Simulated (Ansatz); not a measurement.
# Calculated coordination and ²³Na quadrupole coupling for RbNa3Li12Si4O16

Cell: a Materials Project structure (computed, not necessarily an observed phase), atoms as given.

Space group I4/m (No. 87); a = 10.9854, c = 6.3558 Å.

```
site  Wyckoff  site symmetry       x       y       z
  Rb       2a          4/m..  0.0000  0.0000  0.0000
 Na2       4d           -4..  0.0000  0.5000  0.7500
 Na4       2b          4/m..  0.0000  0.0000  0.5000
 Li5       8h            m..  0.4275  0.7863  0.5000
 Li9      16i              1  0.2339  0.8924  0.7433
  Si       8h            m..  0.2802  0.0748  0.5000
 O21      16i              1  0.3033  0.4164  0.2166
 O29       8h            m..  0.9352  0.6606  0.5000
 O33       8h            m..  0.3921  0.1748  0.5000
```

One atom of each set is listed; the run and its k-mesh use a cell of 36 atoms with edges of 8.39, 8.39, 8.39 Å.

The numbers come from a DFT calculation in Ansatz (PBE, plane waves and PAW (field gradients read without the response of the frozen cores, which leaves them typically 4 to 6 % off), scalar-relativistic, 420 eV cutoff, Γ-centred 4×4×4 k-points, Fermi–Dirac smearing 0.02 eV).

Q(²³Na) = 104.0 mb.

**Question.** Order the Na environments from the weakest to the strongest quadrupole coupling.
A. Na4: 8 O at 2.72 Å
B. Na2: 8 O at 2.48–2.76 Å

**Answer.** B (0.925 MHz, η = 0.00), A (1.61 MHz, η = 0.00).

An axis of threefold or higher order runs through Na2 and Na4, so V_zz lies along it and η is zero. Like point charges on the first shell alone (each adding as 1/d³) would give the same order.
